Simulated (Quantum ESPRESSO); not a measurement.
## ZnGeAl6N8 (input and log of a self-consistent run)

Computed values, not a measurement. The program is pw.x of Quantum ESPRESSO 7.5 (plane-wave density functional theory). The cell is made up: 16 atoms on a doubled zincblende/diamond lattice, with randomly drawn elements, strain and displacements, not relaxed. PseudoDojo standard norm-conserving files (v0.5 for PBE, v0.4.1 for LDA and PBEsol) set the functional; there is no spin polarisation, spin-orbit coupling or dispersion term, and the masses in the input are unused placeholders.

Input:

```
&control calculation='scf', pseudo_dir='./dojo.nc.sr.pbe.v0_5.standard.upf', outdir='./o', disk_io='low', tprnfor=.true., tstress=.true. /
&system ibrav=0, nat=16, ntyp=4, nbnd=52, ecutwfc=84.00895049, nosym=.true., tot_charge=0,
 occupations='smearing', smearing='fd', degauss=0.0018374661
/
&electrons conv_thr=7.350e-09, electron_maxstep=60, /
ATOMIC_SPECIES
Al 1.0 Al.upf
Ge 1.0 Ge.upf
N 1.0 N.upf
Zn 1.0 Zn.upf
CELL_PARAMETERS angstrom
4.3682 0.0683 -0.0416
0.0683 4.4855 0.0276
-0.0833 0.0551 8.7068
ATOMIC_POSITIONS angstrom
Zn 0.1258 -0.0651 0.0906
Ge 0.049 2.2716 2.2719
Al 2.1838 -0.0785 2.1184
Al 2.2529 2.3568 -0.0233
Al 0.0319 0.0071 4.3575
Al -0.1253 2.2913 6.5013
Al 2.1668 0.1058 6.559
Al 2.1325 2.3324 4.3564
N 1.0725 1.0523 1.1149
N 1.1005 3.4463 3.2363
N 3.1824 1.2145 3.3822
N 3.2857 3.4804 1.1848
N 1.1161 1.3461 5.4245
N 0.9845 3.474 7.6537
N 3.245 1.2225 7.6336
N 3.2804 3.4592 5.4646
K_POINTS automatic
5 5 3 1 1 1
```

The log is shortened where brackets say so; the opening notice, blank lines, dates and the lines on written files are dropped, and the path of the files is cut. It prints rydbergs, bohrs and kilobars, and counts compression as positive stress. With no partly filled state, the Fermi energy that it prints is only some level between the filled and the empty states on the mesh, and need not lie in the true gap.

```
     Program PWSCF v.7.5
     Parallel version (MPI & OpenMP), running on       4 processor cores
     Number of MPI processes:                 4
     Threads/MPI process:                     1
     [start-up lines left out]
     bravais-lattice index     =            0
     lattice parameter (alat)  =       8.2561  a.u.
     unit-cell volume          =    1150.8212 (a.u.)^3
     number of atoms/cell      =           16
     number of atomic types    =            4
     number of electrons       =        92.00
     number of Kohn-Sham states=           52
     kinetic-energy cutoff     =      84.0090  Ry
     charge density cutoff     =     336.0358  Ry
     scf convergence threshold =      7.3E-09
     mixing beta               =       0.7000
     number of iterations used =            8  plain     mixing
     Exchange-correlation= PBE
                           (   1   4   3   4   0   0   0)
     [axes and pseudopotential details left out]
   Cartesian axes
     site n.     atom                  positions (alat units)
         1        Zn     tau(   1) = (   0.0287942  -0.0149007   0.0207373  )
         2        Ge     tau(   2) = (   0.0112156   0.5199440   0.5200127  )
         3        Al     tau(   3) = (   0.4998476  -0.0179678   0.4848782  )
         4        Al     tau(   4) = (   0.5156638   0.5394453  -0.0053331  )
         5        Al     tau(   5) = (   0.0073016   0.0016251   0.9973833  )
         6        Al     tau(   6) = (  -0.0286798   0.5244531   1.4880754  )
         7        Al     tau(   7) = (   0.4959565   0.0242164   1.5012822  )
         8        Al     tau(   8) = (   0.4881056   0.5338605   0.9971316  )
         9        N      tau(   9) = (   0.2454833   0.2408598   0.2551882  )
        10        N      tau(  10) = (   0.2518922   0.7888198   0.7407531  )
        11        N      tau(  11) = (   0.7284160   0.2779856   0.7741480  )
        12        N      tau(  12) = (   0.7520602   0.7966249   0.2711876  )
        13        N      tau(  13) = (   0.2554629   0.3081073   1.2416078  )
        14        N      tau(  14) = (   0.2253411   0.7951600   1.7518469  )
        15        N      tau(  15) = (   0.7427445   0.2798167   1.7472462  )
        16        N      tau(  16) = (   0.7508471   0.7917725   1.2507862  )
     number of k points=    38  Fermi-Dirac smearing, width (Ry)=  0.0018
                       cart. coord. in units 2pi/alat
        k(    1) = (   0.0993253   0.0953721   0.0839774), wk =   0.0533333
        k(    2) = (   0.0961061   0.0974797  -0.2505894), wk =   0.0533333
     [further k points left out]
     Dense  grid:   119711 G-vectors     FFT dimensions: (  50,  50,  96)
     Estimated max dynamical RAM per process >     309.35 MB
     Estimated total dynamical RAM >       1.12 GB
     Initial potential from superposition of free atoms
     starting charge      91.9843, renormalised to      92.0000
     Starting wfcs are   75 randomized atomic wfcs
     total cpu time spent up to now is        6.0 secs
     per-process dynamical memory:   239.7 Mb
     Self-consistent Calculation
     iteration #  1     ecut=    84.01 Ry     beta= 0.70
     Davidson diagonalization with overlap
     ethr =  1.00E-02,  avg # of iterations =  3.0
     total cpu time spent up to now is       16.4 secs
     total energy              =    -789.35987023 Ry
     estimated scf accuracy    <       4.91074304 Ry
     iteration #  2     ecut=    84.01 Ry     beta= 0.70
     Davidson diagonalization with overlap
     ethr =  5.34E-03,  avg # of iterations =  3.1
     total cpu time spent up to now is       27.4 secs
     total energy              =    -790.28712119 Ry
     estimated scf accuracy    <       5.50695612 Ry
     iteration #  3     ecut=    84.01 Ry     beta= 0.70
     Davidson diagonalization with overlap
     ethr =  5.34E-03,  avg # of iterations =  2.1
     total cpu time spent up to now is       36.9 secs
     total energy              =    -791.37792531 Ry
     estimated scf accuracy    <       1.06377203 Ry
     iteration #  4     ecut=    84.01 Ry     beta= 0.70
     Davidson diagonalization with overlap
     ethr =  1.16E-03,  avg # of iterations =  2.0
     total cpu time spent up to now is       46.0 secs
     total energy              =    -791.51288698 Ry
     estimated scf accuracy    <       0.05999344 Ry
     iteration #  5     ecut=    84.01 Ry     beta= 0.70
     Davidson diagonalization with overlap
     ethr =  6.52E-05,  avg # of iterations = 11.3
     total cpu time spent up to now is       60.0 secs
     total energy              =    -791.53094817 Ry
     estimated scf accuracy    <       0.03220659 Ry
     [iterations 6 to 10 left out]
     iteration # 11     ecut=    84.01 Ry     beta= 0.70
     Davidson diagonalization with overlap
     ethr =  5.25E-09,  avg # of iterations =  2.3
     total cpu time spent up to now is      121.8 secs
     total energy              =    -791.53522426 Ry
     estimated scf accuracy    <       0.00000188 Ry
     iteration # 12     ecut=    84.01 Ry     beta= 0.70
     Davidson diagonalization with overlap
     ethr =  2.04E-09,  avg # of iterations =  2.0
     total cpu time spent up to now is      130.4 secs
     total energy              =    -791.53522431 Ry
     estimated scf accuracy    <       0.00000030 Ry
     iteration # 13     ecut=    84.01 Ry     beta= 0.70
     Davidson diagonalization with overlap
     ethr =  3.31E-10,  avg # of iterations =  3.1
     total cpu time spent up to now is      140.7 secs
     total energy              =    -791.53522442 Ry
     estimated scf accuracy    <       0.00000004 Ry
     iteration # 14     ecut=    84.01 Ry     beta= 0.70
     Davidson diagonalization with overlap
     ethr =  4.00E-11,  avg # of iterations =  2.5
     total cpu time spent up to now is      150.5 secs
     total energy              =    -791.53522442 Ry
     estimated scf accuracy    <       0.00000002 Ry
     iteration # 15     ecut=    84.01 Ry     beta= 0.70
     Davidson diagonalization with overlap
     ethr =  2.55E-11,  avg # of iterations =  2.0
     total cpu time spent up to now is      159.4 secs
     End of self-consistent calculation
          k = 0.0993 0.0954 0.0840 ( 14934 PWs)   bands (ev):
  -114.7010 -68.9335 -68.9091 -68.8994 -16.0162 -15.9650 -15.9315 -15.9019
   -15.8850  -7.8074  -6.1517  -5.6795  -5.1546  -4.8121  -4.2877  -4.1309
    -3.4701   0.7202   2.6179   2.7483   3.1573   3.2103   3.4352   3.5653
     3.6928   3.9531   4.3230   4.4672   4.7853   5.0839   5.1997   5.3531
     5.5665   5.8396   5.9387   6.1950   6.4625   6.6667   6.7429   6.8132
     6.9964   7.2585   7.4697   8.3638   8.5892   9.2483  11.4825  11.6655
    11.8263  12.1230  13.4039  13.8859
     [levels at the other k points left out]
     the Fermi energy is    10.6689 ev
!    total energy              =    -791.53522442 Ry
     estimated scf accuracy    <          3.7E-09 Ry
     smearing contrib. (-TS)   =      -0.00000000 Ry
     internal energy E=F+TS    =    -791.53522442 Ry
     The total energy is F=E-TS. E is the sum of the following terms:
     one-electron contribution =    -596.49253230 Ry
     hartree contribution      =     351.45835865 Ry
     xc contribution           =    -151.98661497 Ry
     ewald contribution        =    -394.51443580 Ry
     convergence has been achieved in  15 iterations
     Forces acting on atoms (cartesian axes, Ry/au):
     atom    1 type  4   force =    -0.10861047    0.02687391   -0.02562623
     atom    2 type  2   force =    -0.04932550   -0.07557785   -0.06851992
     atom    3 type  1   force =    -0.06204117    0.15927354    0.07486250
     atom    4 type  1   force =    -0.01812383   -0.05133858   -0.02097977
     atom    5 type  1   force =    -0.04342806    0.05760613    0.07535275
     atom    6 type  1   force =     0.07371485   -0.03323918    0.10557771
     atom    7 type  1   force =    -0.03278442    0.01581950    0.02865032
     atom    8 type  1   force =     0.04739990    0.03819044    0.04039350
     atom    9 type  3   force =     0.08605436    0.17093178    0.11556051
     atom   10 type  3   force =     0.01239953   -0.01677489    0.03180888
     atom   11 type  3   force =     0.06019676   -0.03212806   -0.08289535
     atom   12 type  3   force =     0.05523672   -0.15470220   -0.03277943
     atom   13 type  3   force =    -0.05803153   -0.11343545    0.00740027
     atom   14 type  3   force =     0.12218765   -0.10114564   -0.12205862
     atom   15 type  3   force =    -0.04714164    0.05154231   -0.03298846
     atom   16 type  3   force =    -0.03770316    0.05810425   -0.09375868
     Total force =     0.516920     Total SCF correction =     0.000081
     Computing stress (Cartesian axis) and pressure
          total   stress  (Ry/bohr**3)                   (kbar)     P=       84.33
   0.00063430  -0.00048705  -0.00001571           93.31      -71.65       -2.31
  -0.00048705   0.00037603   0.00013669          -71.65       55.32       20.11
  -0.00001571   0.00013669   0.00070954           -2.31       20.11      104.38
     init_run     :      5.56s CPU      5.78s WALL (       1 calls)
     electrons    :    152.80s CPU    153.42s WALL (       1 calls)
     forces       :      2.24s CPU      2.26s WALL (       1 calls)
     stress       :      7.47s CPU      7.64s WALL (       1 calls)
     [timing details left out]
     PWSCF        :   2m48.30s CPU   2m49.43s WALL
     JOB DONE.
```

In other units: free energy -10769.385 eV for the cell, pressure 8.43 GPa, largest force component 4.395 eV/Å. A rerun of this cell at a cutoff of 1437 eV and k mesh 7 x 7 x 5 moved values by no more than 0.005 eV in energy, 0.02 GPa in stress and 0.002 eV/Å in force.